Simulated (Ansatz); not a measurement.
Relaxed MgS (rock salt):

```
CELL_PARAMETERS angstrom
      0.00000     5.22970     5.22970
      2.61485     0.00000     2.61485
      2.61485     2.61485     0.00000
ATOMIC_POSITIONS crystal
  S  0.00000 0.00000 0.00000
  S  0.50000 0.00000 0.00000
  Mg 0.25000 0.50000 0.50000
  Mg 0.75000 0.50000 0.50000
```

These are PBE (plane waves to 420 eV, PAW, scalar-relativistic; Ansatz, a program for electronic structure) values and carry that method's errors. k mesh 9×9×9 (Γ-centred), Fermi-Dirac smearing 0.05 eV. MgS was relaxed with its symmetry unable to fall.

One atom of the cell was then moved (with its periodic images), all else fixed, and the forces (eV/Å) came out as:

```
atom      Fx      Fy      Fz
----  ------  ------  ------
S1     0.098  -0.235  -0.235
S2     0.289   0.619   0.619
Mg3   -0.076  -0.291  -0.291
Mg4   -0.311  -0.094  -0.094
```

Q: Which atom was moved, and by which vector (Å)?

A: S2, by (-0.15, -0.15, -0.15), 0.26 Å in all.

(For displaced atoms, the force is minus the slope of the energy, and its curvature is a force constant, which sets phonon frequencies.)
